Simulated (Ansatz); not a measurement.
Relaxed ZnSe (zinc blende):

```yaml
crystal:
  lattice:
    - [0.00000, 5.73302, 5.73302]
    - [2.86651, 2.86651, 5.73302]
    - [2.86651, 2.86651, 0.00000]
  atoms:
    - { symbol: Se, position: [0.00000, 0.75000, 0.75000] }
    - { symbol: Se, position: [0.50000, 0.75000, 0.75000] }
    - { symbol: Zn, position: [0.00000, 0.00000, 0.00000] }
    - { symbol: Zn, position: [0.50000, 0.00000, 0.00000] }
```

The atoms are displaced by Q × the pattern below (from a DFPT mode at X = (0.5, 0.5, 0.0), largest move 1; Q in Å), at fixed cell. It is one choice among 2 degenerate patterns. (q is in reciprocal vectors of the primitive cell; the cell shown is doubled to hold the pattern.)

```
atom       x       y      z
----  ------  ------  -----
Se1    0.000  -1.000  0.000
Se2    0.000   1.000  0.000
Zn3    0.834   0.000  0.000
Zn4   -0.834   0.000  0.000
```

These are PBE (plane waves to 420 eV, PAW, scalar-relativistic; Ansatz, a first-principles code) values and carry that method's errors. k mesh 10×10×10 (Γ-centred), Fermi-Dirac smearing 0.05 eV. E stands for the smeared free energy. The PAW data are Ansatz's earlier set. ZnSe was relaxed with its symmetry unable to fall. The zero of ΔE is the undisplaced structure.

| Q (Å) | ΔE (meV/cell) |
|---|---|
| -0.180 | 601 |
| -0.150 | 413 |
| -0.120 | 262 |
| -0.090 | withheld |
| -0.060 | 65 |
| -0.030 | 16 |
| 0.000 | 0 |
| 0.030 | 16 |
| 0.060 | 65 |
| 0.090 | withheld |
| 0.120 | 262 |
| 0.150 | 413 |
| 0.180 | 601 |

Fit an even polynomial form (powers 2, 4) to the given rows and predict ΔE at Q = -0.090.

Least squares on the 11 given rows: ΔE = (17920)·Q² + (19440)·Q⁴, in meV/cell with Q in Å; root-mean-square residual 0.1 meV/cell. At -0.090 the fit gives 146 meV/cell; the calculation gives 147 meV/cell, so the interpolation is off by -1 (-0.7 %). The quadratic term alone would give 145 meV/cell.

(For displaced atoms, the force is minus the slope of the energy, and its curvature is a force constant, which sets phonon frequencies.)
